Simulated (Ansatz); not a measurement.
Si$_{12}$W:
```cif
data_Si12W
_chemical_formula_sum 'W1 Si12'
_space_group_name_H-M_alt 'P 1'
_space_group_IT_number 1
_cell_length_a 7.08043
_cell_length_b 7.08043
_cell_length_c 5.24035
_cell_angle_alpha 90.000
_cell_angle_beta 90.000
_cell_angle_gamma 120.000
loop_
_space_group_symop_operation_xyz
  'x, y, z'
loop_
_atom_site_label
_atom_site_type_symbol
_atom_site_fract_x
_atom_site_fract_y
_atom_site_fract_z
_atom_site_occupancy
W1 W 0.00000 0.00000 0.00000 1
Si1 Si 0.33380 0.00000 0.73467 1
Si2 Si 0.33380 0.00000 0.26533 1
Si3 Si 0.33380 0.33380 0.73467 1
Si4 Si 0.33380 0.33380 0.26533 1
Si5 Si 0.00000 0.33380 0.73467 1
Si6 Si 0.00000 0.33380 0.26533 1
Si7 Si 0.66620 0.00000 0.73467 1
Si8 Si 0.66620 0.00000 0.26533 1
Si9 Si 0.66620 0.66620 0.73467 1
Si10 Si 0.66620 0.66620 0.26533 1
Si11 Si 0.00000 0.66620 0.73467 1
Si12 Si 0.00000 0.66620 0.26533 1
```

Relaxed with r²SCAN+D4.

**Question.** Which orbitals make up the states near the Fermi level in r²SCAN+D4 (plane waves, PAW; program Ansatz)?

**Answer.** Within 0.5 eV of the Fermi level: Si 3p 60 %, W 5d 18 %, Si 3s 16 %. Projections are on Löwdin-orthogonalised atomic valence shells; empty p or d shells of many metals are not among them.

**Question.** Tabulate the density of states.

**Answer.** States/eV per cell of 13 atoms, in 0.25 eV bins, energy from the Fermi level.

| E (eV) | total | Si 3p | Si 3s | W 5d |
|---|---|---|---|---|
| -7.85 | 2.82 | 1.24 | 1.32 | 0.23 |
| -7.60 | 2.70 | 1.34 | 1.12 | 0.21 |
| -7.35 | 2.62 | 1.42 | 0.94 | 0.20 |
| -7.10 | 2.48 | 1.40 | 0.82 | 0.18 |
| -6.85 | 2.13 | 1.29 | 0.63 | 0.14 |
| -6.60 | 3.22 | 2.12 | 0.79 | 0.20 |
| -6.35 | 3.20 | 2.07 | 0.86 | 0.17 |
| -6.10 | 4.02 | 2.73 | 0.98 | 0.20 |
| -5.85 | 5.08 | 3.78 | 0.89 | 0.29 |
| -5.60 | 5.58 | 4.17 | 0.90 | 0.38 |
| -5.35 | 4.42 | 3.58 | 0.46 | 0.29 |
| -5.10 | 6.59 | 5.35 | 0.68 | 0.45 |
| -4.85 | 6.57 | 5.34 | 0.61 | 0.48 |
| -4.60 | 6.68 | 5.40 | 0.55 | 0.60 |
| -4.35 | 4.65 | 3.75 | 0.37 | 0.43 |
| -4.10 | 5.17 | 4.15 | 0.40 | 0.52 |
| -3.85 | 6.60 | 5.19 | 0.43 | 0.84 |
| -3.60 | 6.18 | 4.85 | 0.33 | 0.89 |
| -3.35 | 5.24 | 3.99 | 0.31 | 0.84 |
| -3.10 | 4.46 | 3.26 | 0.37 | 0.74 |
| -2.85 | 4.28 | 2.94 | 0.48 | 0.73 |
| -2.60 | 5.43 | 3.61 | 0.59 | 1.04 |
| -2.35 | 4.97 | 3.33 | 0.62 | 0.81 |
| -2.10 | 4.26 | 2.92 | 0.54 | 0.61 |
| -1.85 | 5.68 | 3.79 | 0.82 | 0.79 |
| -1.60 | 7.81 | 5.35 | 0.87 | 1.23 |
| -1.35 | 5.90 | 3.86 | 0.62 | 1.18 |
| -1.10 | 5.69 | 3.29 | 0.68 | 1.45 |
| -0.85 | 4.83 | 3.06 | 0.69 | 0.88 |
| -0.60 | 4.93 | 3.11 | 0.74 | 0.87 |
| -0.35 | 3.62 | 2.27 | 0.54 | 0.64 |
| -0.10 | 3.18 | 1.98 | 0.56 | 0.47 |
| 0.15 | 6.42 | 3.64 | 1.11 | 1.23 |
| 0.40 | 4.22 | 2.51 | 0.58 | 0.86 |
| 0.65 | 5.22 | 2.96 | 0.69 | 1.15 |
| 0.90 | 7.09 | 3.54 | 1.06 | 1.79 |
| 1.15 | 7.53 | 3.84 | 1.13 | 1.73 |
| 1.40 | 7.31 | 3.89 | 1.15 | 1.30 |
| 1.65 | 6.54 | 3.72 | 0.96 | 0.98 |
| 1.90 | 5.51 | 3.06 | 0.90 | 0.77 |
| 2.15 | 6.04 | 3.30 | 0.89 | 0.68 |
| 2.40 | 5.91 | 3.19 | 0.88 | 0.54 |
| 2.65 | 6.21 | 3.14 | 0.89 | 0.50 |
| 2.90 | 6.02 | 3.09 | 0.81 | 0.43 |
| 3.15 | 6.06 | 3.10 | 0.73 | 0.42 |
| 3.40 | 7.70 | 3.51 | 0.91 | 0.43 |
| 3.65 | 6.36 | 3.15 | 0.76 | 0.32 |
| 3.90 | 5.92 | 2.87 | 0.83 | 0.27 |
| 4.15 | 6.49 | 2.84 | 0.94 | 0.32 |
| 4.40 | 6.39 | 2.78 | 0.88 | 0.42 |
| 4.65 | 7.46 | 3.53 | 0.88 | 0.47 |

Space group P6/mmm. The start of the workflow was typed in or built on a structure type; neither database checked (COD, Materials Project) lists it. Whether it is the stable phase at ambient conditions was not checked. Symmetry was held in the r²SCAN+D4 relaxation; whether a distortion lowers the energy is not shown. No spin polarisation was allowed. Its formation energy is positive at this level, so the cell may be metastable or incomplete. Scalar-relativistic: spin–orbit coupling is off unless named, which matters more the heavier the elements.

Potentials: the earlier of the program's two PAW sets.
